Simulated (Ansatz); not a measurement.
Tc:
```
CELL_PARAMETERS angstrom
      2.73112     0.00000     0.00000
     -1.36556     2.36522     0.00000
      0.00000     0.00000     4.37229
ATOMIC_POSITIONS crystal
  Tc 0.33333 0.66667 0.75000
  Tc 0.66667 0.33333 0.25000
```

Relaxed with r²SCAN+D4. Special points in fractions of this cell's reciprocal vectors: Γ (0.000, 0.000, 0.000); M (0.500, 0.000, 0.000); K (0.333, 0.333, 0.000); A (0.000, 0.000, 0.500); L (0.500, 0.000, 0.500); H (0.333, 0.333, 0.500).

Q: List the band energies nearest the Fermi level at these points for the program Ansatz at the r²SCAN+D4 level (PAW).

A: In eV from the Fermi level; about four levels below and three above (degenerate sets whole), none deeper than 8.9 eV; … stands for higher levels left out; points with the same levels are listed once.

```json
[
 {"k": "Γ", "below": "-0.86 -0.86 -0.12 -0.12", "above": "1.76 …"},
 {"k": "M", "below": "-2.00 -1.19 -1.00 -0.50", "above": "3.12 3.56 3.58"},
 {"k": "K", "below": "-3.09 -1.99 -1.99 -0.03", "above": "2.48 2.48 2.92"},
 {"k": "A", "below": "-1.77 -1.77 -1.77 -1.77", "above": "…"},
 {"k": "L", "below": "-5.64 -5.64 -3.92 -3.92", "above": "0.16 0.16 1.50 1.50"},
 {"k": "H", "below": "-1.89 -1.89 -0.09 -0.09", "above": "2.78 2.78 …"}
]
```

Space group P6_3/mmc (hcp (Mg type)). The r²SCAN+D4 relaxation kept the symmetry of its start. The run is not spin-polarised. The pairwise dispersion correction was not fitted to metals. Spin–orbit coupling is left out wherever it is not named.

Potentials: the later of the program's two PAW sets.
